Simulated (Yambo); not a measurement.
Input:

```
CsTaP2O8
1.0
    4.42272    -2.64543     0.00000
    4.42272     2.64543     0.00000
   -0.51583     0.00000     9.00212
O P Cs Ta
8 2 1 1
Direct
  0.79136   0.79136   0.91516
  0.20864   0.20864   0.08484
  0.21199   0.68523   0.14588
  0.78801   0.31477   0.85412
  0.31477   0.78801   0.85412
  0.68523   0.21199   0.14588
  0.32388   0.32388   0.35245
  0.67612   0.67612   0.64755
  0.64493   0.64493   0.80818
  0.35507   0.35507   0.19182
  0.00000   0.00000   0.50000
  0.00000   0.00000   0.00000
```

Workflow: PBEsol (pw.x of Quantum ESPRESSO, ONCV potentials, scalar-relativistic), then G0W0 in Yambo (2×2×1 Γ-centred k mesh, bands 2 to 307 and a 7 Ry block in the screening, 307 bands in G with the Bruneval-Gonze terminator, plasmon pole fitted at 27.2 eV).

Problem. Give the PBEsol and G0W0 gaps between the band edges found on this mesh, and say where the edges lie.

Solution. Edges: (-0.5, -0.5, 0) → Γ. PBEsol: 3.40 eV; G0W0: 6.12 eV. Nearest settings tried, and what they do to the gap: 200 bands in W, 200 bands in G: +62 meV; 6 Ry block (359 vectors against 441): -4 meV. Not varied: mesh. So the settings aren't converged at that level. The k mesh is coarse. Without spin-orbit coupling, band edges of such heavy elements can be off by tenths of an eV.

Geometry of the Materials Project entry, not relaxed at this level.

The structure is a Materials Project entry; no match was found in the copy of COD used, and its stability was not checked.
